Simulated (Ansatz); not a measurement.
# Nb2AlB2: computed property card

Nb2AlB2:
```cif
data_AlB2Nb2
_chemical_formula_sum 'Nb2 Al1 B2'
_space_group_name_H-M_alt 'P-6m2'
_space_group_IT_number 187
_space_group_name_Hall 'P -6 2'
_cell_length_a 3.11675
_cell_length_b 3.11675
_cell_length_c 7.59732
_cell_angle_alpha 90.000
_cell_angle_beta 90.000
_cell_angle_gamma 120.000
loop_
_atom_site_label
_atom_site_type_symbol
_atom_site_symmetry_multiplicity
_atom_site_Wyckoff_symbol
_atom_site_fract_x
_atom_site_fract_y
_atom_site_fract_z
_atom_site_occupancy
Nb1 Nb 2 h 0.33333 0.66667 0.29326 1
Al1 Al 1 a 0.00000 0.00000 0.00000 1
B1 B 1 b 0.00000 0.00000 0.50000 1
B2 B 1 f 0.66667 0.33333 0.50000 1
```

Space group P-6m2 (No. 187); conventional cell a = b = 3.1167 Å, c = 7.5973 Å, α = β = 90.00°, γ = 120.00°.

Method: plane-wave PAW PBE (Ansatz code). Geometry: relaxed at this level of theory. Other levels are named where they apply.

### Cell and energy

Volume per atom: 12.78 Å³
Density: 6.09 g/cm³
Formation energy from the elements (no fitted shifts): -0.64 eV/atom

### Electronic structure

- Electronic character: metallic (no gap)
- Density of states at the Fermi level: 0.36 states/eV per atom (mean over ±0.08 eV)

### Mechanics

- Bulk modulus (Birch–Murnaghan fit) = 182 GPa
- Pressure derivative B′ = 4.4

The start of the workflow was typed in or built on a structure type; neither database checked (COD, Materials Project) lists it. Its standing as an ambient phase is unchecked. The cell was relaxed with PBE under the symmetry of its start; whether a distortion lowers the energy is not shown. The run is not spin-polarised. The references are the lowest solids computed at this level, not always the standard phases. Spin–orbit coupling is left out wherever it is not named.

Potentials: the earlier of the program's two PAW sets.
